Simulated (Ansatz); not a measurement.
Input:

CdS (wurtzite)

```yaml
crystal:
  lattice:
    - [4.19618, 0.00000, 0.00000]
    - [-2.09809, 3.63400, 0.00000]
    - [0.00000, 0.00000, 6.82953]
  atoms:
    - { symbol: Cd, position: [0.33333, 0.66667, 0.99917] }
    - { symbol: Cd, position: [0.66667, 0.33333, 0.49917] }
    - { symbol: S, position: [0.33333, 0.66667, 0.37563] }
    - { symbol: S, position: [0.66667, 0.33333, 0.87563] }
```

In this cell atom 4 (S, nearest neighbour Cd at 2.565 Å; its periodic images, 4.2 Å or more away, move with it) is moved by s along Cartesian x, unit vector (1.000, 0.000, 0.000); all other atoms and the cell stay fixed.

Calculation: PBE (plane waves to 420 eV, PAW, scalar-relativistic; Ansatz, a first-principles code). k mesh 7×7×4 (Γ-centred), Fermi-Dirac smearing 0.05 eV. Energies are smeared free energies. CdS was relaxed with its symmetry unable to fall. The zero of ΔE is the undisplaced structure.

The scan covers s from -0.770 to 0.770 Å in 11 points.

Is this a single well or a double well?

A single well with its minimum at or next to zero displacement.

Is the energy the same for equal positive and negative displacements?

Even: the same for both signs. With its periodic images moving along, the atom's site symmetry in this cell is 3m..

What is the energy change at s = 0.770 Å?

2031 meV/cell.

What force acts on the atom along the line at s = -0.770 Å?

6.70 eV/Å.

What is the force constant k = d²E/ds² of this move at s = 0?

4.87 eV/Å².

(For displaced atoms, the force is minus the slope of the energy, and its curvature is a force constant, which sets phonon frequencies.)
